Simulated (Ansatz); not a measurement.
Input, command and steps of an Ansatz relaxation.

```yaml
crystal:
  lattice:
    - [3.5705571732, 2.0614621451, 6.498950248]
    - [-3.5705571732, 2.0614621451, 6.498950248]
    - [0.0, -4.1229242903, 6.498950248]
  atoms:
    - { symbol: Mg, position: [0.05625, 0.44375, 0.75] }
    - { symbol: Mg, position: [0.75, 0.05625, 0.44375] }
    - { symbol: Mg, position: [0.44375, 0.75, 0.05625] }
    - { symbol: Mg, position: [0.94375, 0.55625, 0.25] }
    - { symbol: Mg, position: [0.25, 0.94375, 0.55625] }
    - { symbol: Mg, position: [0.55625, 0.25, 0.94375] }
    - { symbol: I, position: [0.85218, 0.85218, 0.85218] }
    - { symbol: I, position: [0.64782, 0.64782, 0.64782] }
    - { symbol: I, position: [0.14782, 0.14782, 0.14782] }
    - { symbol: I, position: [0.35218, 0.35218, 0.35218] }
basis:
  ecutwfc: 420
kpoints:
  mp_grid: { grid: [3, 3, 3] }
hamiltonian:
  xc: pbe
scf:
  occupations: { method: gaussian, width: 0.1 }
  lower_state_search: "off"
output:
  forces: true
  stress: true
  eigenvalues: true
relax:
  adjacent_minimum: "off"
  f_tol: 0.04
  max_steps: 70
  cell: { stress_tol: 0.4 }
```

```bash
ansatz run input.yaml --threads 1 --pin off --max-ram 2560MiB --backend cpu --events-out ev --progress --plain --runs-dir out
```

The calculation used DFT PBE, scalar-relativistic, plane waves, PAW (Ansatz 0.2.0).

Of 13 frames 10 are shown, positions in Å and forces in eV/Å; the SCF threshold varies from step to step. Steps run on the plane waves of an earlier cell, with a Pulay correction in the pressure. The basis is chosen afresh for the last frame, the zero of the energies, and at times for earlier ones too; energy and pressure step there, also at an unchanged geometry. Here that happened at step 13 (-4 meV/atom, 0.2 GPa); the frames before carry an error of that size. The mark taken_back stands on steps that the optimiser undid.

```xyz
10
Lattice="3.5706 2.0615 6.4989 -3.5706 2.0615 6.4989 0.0000 -4.1229 6.4989" Properties=species:S:1:pos:R:3:forces:R:3 pbc="T T T" step=1 free_energy_over_end_meV_per_atom=440.78 pressure_GPa=7.89
Mg   -1.3836   -2.0615    8.1237   -0.0828    0.0000    0.0000
Mg    2.4771   -0.1675    8.1237    0.0414   -0.0717    0.0000
Mg   -1.0935    2.2290    8.1237    0.0414    0.0717    0.0000
Mg    1.3836    2.0615   11.3732    0.0828    0.0000    0.0000
Mg   -2.4771    0.1675   11.3732   -0.0414    0.0717    0.0000
Mg    1.0935   -2.2290   11.3732   -0.0414   -0.0717    0.0000
I     0.0000    0.0000   16.6148    0.0000    0.0000   -0.1717
I     0.0000    0.0000   12.6304    0.0000    0.0000    0.1717
I     0.0000    0.0000    2.8820    0.0000    0.0000    0.1717
I     0.0000    0.0000    6.8664    0.0000    0.0000   -0.1717
10
Lattice="3.7313 2.1543 6.8157 -3.7313 2.1543 6.8157 0.0000 -4.3085 6.8157" Properties=species:S:1:pos:R:3:forces:R:3 pbc="T T T" step=2 free_energy_over_end_meV_per_atom=299.13 pressure_GPa=3.53
Mg   -1.4479   -2.1543    8.5196   -0.0377    0.0000    0.0000
Mg    2.5896   -0.1768    8.5196    0.0188   -0.0326    0.0000
Mg   -1.1417    2.3311    8.5196    0.0188    0.0326    0.0000
Mg    1.4479    2.1543   11.9275    0.0377    0.0000    0.0000
Mg   -2.5896    0.1768   11.9275   -0.0188    0.0326    0.0000
Mg    1.1417   -2.3311   11.9275   -0.0188   -0.0326    0.0000
I     0.0000    0.0000   17.4082    0.0000    0.0000   -0.0314
I     0.0000    0.0000   13.2625    0.0000    0.0000    0.0314
I     0.0000    0.0000    3.0389    0.0000    0.0000    0.0314
I     0.0000    0.0000    7.1846    0.0000    0.0000   -0.0314
10
Lattice="4.0346 2.3294 7.1355 -4.0346 2.3294 7.1355 0.0000 -4.6588 7.1355" Properties=species:S:1:pos:R:3:forces:R:3 pbc="T T T" step=4 free_energy_over_end_meV_per_atom=222.15 pressure_GPa=0.09
Mg   -1.6655   -2.3294    8.9194   -0.0318    0.0000    0.0000
Mg    2.8501   -0.2777    8.9194    0.0159   -0.0276    0.0000
Mg   -1.1846    2.6070    8.9194    0.0159    0.0276    0.0000
Mg    1.6655    2.3294   12.4871    0.0318    0.0000    0.0000
Mg   -2.8501    0.2777   12.4871   -0.0159    0.0276    0.0000
Mg    1.1846   -2.6070   12.4871   -0.0159   -0.0276    0.0000
I     0.0000    0.0000   18.3207    0.0000    0.0000   -0.0005
I     0.0000    0.0000   13.7891    0.0000    0.0000    0.0005
I     0.0000    0.0000    3.0858    0.0000    0.0000    0.0005
I     0.0000    0.0000    7.6174    0.0000    0.0000   -0.0005
10
Lattice="4.0698 2.3497 7.1026 -4.0698 2.3497 7.1026 0.0000 -4.6993 7.1026" Properties=species:S:1:pos:R:3:forces:R:3 pbc="T T T" step=5 free_energy_over_end_meV_per_atom=220.44 pressure_GPa=-0.19
Mg   -1.7469   -2.3497    8.8782   -0.0210    0.0000    0.0000
Mg    2.9083   -0.3380    8.8782    0.0105   -0.0182    0.0000
Mg   -1.1614    2.6877    8.8782    0.0105    0.0182    0.0000
Mg    1.7469    2.3497   12.4295    0.0210    0.0000    0.0000
Mg   -2.9083    0.3380   12.4295   -0.0105    0.0182    0.0000
Mg    1.1614   -2.6877   12.4295   -0.0105   -0.0182    0.0000
I     0.0000    0.0000   18.3056    0.0000    0.0000    0.0344
I     0.0000    0.0000   13.6559    0.0000    0.0000   -0.0344
I     0.0000    0.0000    3.0020    0.0000    0.0000   -0.0344
I     0.0000    0.0000    7.6518    0.0000    0.0000    0.0344
10
Lattice="4.1055 2.3703 7.0090 -4.1055 2.3703 7.0090 0.0000 -4.7406 7.0090" Properties=species:S:1:pos:R:3:forces:R:3 pbc="T T T" step=6 free_energy_over_end_meV_per_atom=210.80 pressure_GPa=-0.69
Mg   -1.9495   -2.3703    8.7613   -0.0381    0.0000    0.0000
Mg    3.0275   -0.5032    8.7613    0.0190   -0.0330    0.0000
Mg   -1.0780    2.8735    8.7613    0.0190    0.0330    0.0000
Mg    1.9495    2.3703   12.2658    0.0381    0.0000    0.0000
Mg   -3.0275    0.5032   12.2658   -0.0190    0.0330    0.0000
Mg    1.0780   -2.8735   12.2658   -0.0190   -0.0330    0.0000
I     0.0000    0.0000   18.2712    0.0000    0.0000    0.2158
I     0.0000    0.0000   13.2695    0.0000    0.0000   -0.2158
I     0.0000    0.0000    2.7559    0.0000    0.0000   -0.2158
I     0.0000    0.0000    7.7577    0.0000    0.0000    0.2158
10
Lattice="3.9829 2.2995 7.1168 -3.9829 2.2995 7.1168 0.0000 -4.5990 7.1168" Properties=species:S:1:pos:R:3:forces:R:3 pbc="T T T" step=8 free_energy_over_end_meV_per_atom=76.37 pressure_GPa=-0.75
Mg   -2.2121   -2.2995    8.8960    0.1038    0.0000    0.0000
Mg    3.0975   -0.7660    8.8960   -0.0519    0.0899    0.0000
Mg   -0.8854    3.0655    8.8960   -0.0519   -0.0899    0.0000
Mg    2.2121    2.2995   12.4544   -0.1038    0.0000    0.0000
Mg   -3.0975    0.7660   12.4544    0.0519   -0.0899    0.0000
Mg    0.8854   -3.0655   12.4544    0.0519    0.0899    0.0000
I     0.0000    0.0000   18.9786    0.0000    0.0000    0.4496
I     0.0000    0.0000   13.0470    0.0000    0.0000   -0.4496
I     0.0000    0.0000    2.3718    0.0000    0.0000   -0.4496
I     0.0000    0.0000    8.3034    0.0000    0.0000    0.4496
10
Lattice="3.8090 2.1991 7.3845 -3.8090 2.1991 7.3845 0.0000 -4.3983 7.3845" Properties=species:S:1:pos:R:3:forces:R:3 pbc="T T T" step=9 free_energy_over_end_meV_per_atom=17.41 pressure_GPa=0.12
Mg   -2.1298   -2.1991    9.2307    0.4159    0.0000    0.0000
Mg    2.9694   -0.7449    9.2307   -0.2080    0.3602    0.0000
Mg   -0.8396    2.9441    9.2307   -0.2080   -0.3602    0.0000
Mg    2.1298    2.1991   12.9229   -0.4159    0.0000    0.0000
Mg   -2.9694    0.7449   12.9229    0.2080   -0.3602    0.0000
Mg    0.8396   -2.9441   12.9229    0.2080    0.3602    0.0000
I     0.0000    0.0000   19.8926    0.0000    0.0000    0.1129
I     0.0000    0.0000   13.3378    0.0000    0.0000   -0.1129
I     0.0000    0.0000    2.2610    0.0000    0.0000   -0.1129
I     0.0000    0.0000    8.8158    0.0000    0.0000    0.1129
10
Lattice="3.6705 2.1192 7.6540 -3.6705 2.1192 7.6540 0.0000 -4.2384 7.6540" Properties=species:S:1:pos:R:3:forces:R:3 pbc="T T T" step=10 free_energy_over_end_meV_per_atom=48.99 pressure_GPa=1.68 taken_back
Mg   -1.8515   -2.1192    9.5675   -0.7572    0.0000    0.0000
Mg    2.7610   -0.5438    9.5675    0.3786   -0.6558    0.0000
Mg   -0.9095    2.6630    9.5675    0.3786    0.6558    0.0000
Mg    1.8515    2.1192   13.3944    0.7572    0.0000    0.0000
Mg   -2.7610    0.5438   13.3944   -0.3786    0.6558    0.0000
Mg    0.9095   -2.6630   13.3944   -0.3786   -0.6558    0.0000
I     0.0000    0.0000   20.6298    0.0000    0.0000   -0.0316
I     0.0000    0.0000   13.8130    0.0000    0.0000    0.0316
I     0.0000    0.0000    2.3321    0.0000    0.0000    0.0316
I     0.0000    0.0000    9.1489    0.0000    0.0000   -0.0316
10
Lattice="3.7895 2.1878 7.5949 -3.7895 2.1878 7.5949 0.0000 -4.3757 7.5949" Properties=species:S:1:pos:R:3:forces:R:3 pbc="T T T" step=12 free_energy_over_end_meV_per_atom=4.43 pressure_GPa=-0.10
Mg   -2.0443   -2.1878    9.4937    0.0178    0.0000    0.0000
Mg    2.9169   -0.6765    9.4937   -0.0089    0.0154    0.0000
Mg   -0.8726    2.8644    9.4937   -0.0089   -0.0154    0.0000
Mg    2.0443    2.1878   13.2911   -0.0178    0.0000    0.0000
Mg   -2.9169    0.6765   13.2911    0.0089   -0.0154    0.0000
Mg    0.8726   -2.8644   13.2911    0.0089    0.0154    0.0000
I     0.0000    0.0000   20.5769    0.0000    0.0000   -0.0071
I     0.0000    0.0000   13.6003    0.0000    0.0000    0.0071
I     0.0000    0.0000    2.2079    0.0000    0.0000    0.0071
I     0.0000    0.0000    9.1845    0.0000    0.0000   -0.0071
10
Lattice="3.7895 2.1878 7.5949 -3.7895 2.1878 7.5949 0.0000 -4.3757 7.5949" Properties=species:S:1:pos:R:3:forces:R:3 pbc="T T T" step=13 free_energy_over_end_meV_per_atom=0.00 pressure_GPa=0.14
Mg   -2.0443   -2.1878    9.4937    0.0177    0.0000    0.0000
Mg    2.9169   -0.6765    9.4937   -0.0089    0.0153    0.0000
Mg   -0.8726    2.8644    9.4937   -0.0089   -0.0153    0.0000
Mg    2.0443    2.1878   13.2911   -0.0177    0.0000    0.0000
Mg   -2.9169    0.6765   13.2911    0.0089   -0.0153    0.0000
Mg    0.8726   -2.8644   13.2911    0.0089    0.0153    0.0000
I     0.0000    0.0000   20.5769    0.0000    0.0000   -0.0073
I     0.0000    0.0000   13.6003    0.0000    0.0000    0.0073
I     0.0000    0.0000    2.2079    0.0000    0.0000    0.0073
I     0.0000    0.0000    9.1845    0.0000    0.0000   -0.0073
```

The start puts this composition into another compound's structure type, which needn't suit it. The cell swells from 28.7 to 37.8 Å³ an atom, so the end can be far from any stable crystal. At the end the space group is R-3c (tolerance 0.05 Å).

It took 2.4 min on 1 thread of Arm Neoverse V2 (shared host), peak memory 0.64 GiB.

The k mesh is coarse.